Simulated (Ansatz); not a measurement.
Input:

Relaxed BaTiO3 (tetragonal-perovskite type, space group P4mm):

```
CELL_PARAMETERS angstrom
      3.98510     0.00000     0.00000
      0.00000     3.98510     0.00000
      0.00000     0.00000     4.20426
ATOMIC_POSITIONS crystal
  Ti 0.50000 0.50000 0.45787
  Ba 0.00000 0.00000 0.94066
  O  0.50000 0.50000 0.88874
  O  0.50000 0.00000 0.40937
  O  0.00000 0.50000 0.40937
```

In this cell atom 5 (O, nearest neighbour Ti at 2.003 Å; its periodic images, 4.0 Å or more away, move with it) is moved by s along Cartesian [111], unit vector (0.577, 0.577, 0.577); all other atoms and the cell stay fixed.

Level of theory: PBE (plane waves to 420 eV, PAW, scalar-relativistic; Ansatz, a quantum-chemistry and plane-wave program). k mesh 7×7×6 (Γ-centred), Fermi-Dirac smearing 0.05 eV. Energies are smeared free energies. BaTiO3 is run without spin polarisation. BaTiO3 was relaxed with its symmetry unable to fall. The PAW data are Ansatz's earlier set. The zero of ΔE is the undisplaced structure.

The scan covers s from -0.400 to 0.400 Å in 11 points.

Q: Is this a single well or a double well?

A: A single well with its minimum at or next to zero displacement.

Q: What force acts on the atom along the line at s = -0.400 Å?

A: 2.57 eV/Å.

Q: What is the force constant k = d²E/ds² of this move at s = 0?

A: 5.41 eV/Å².

(For displaced atoms, the force is minus the slope of the energy, and its curvature is a force constant, which sets phonon frequencies.)
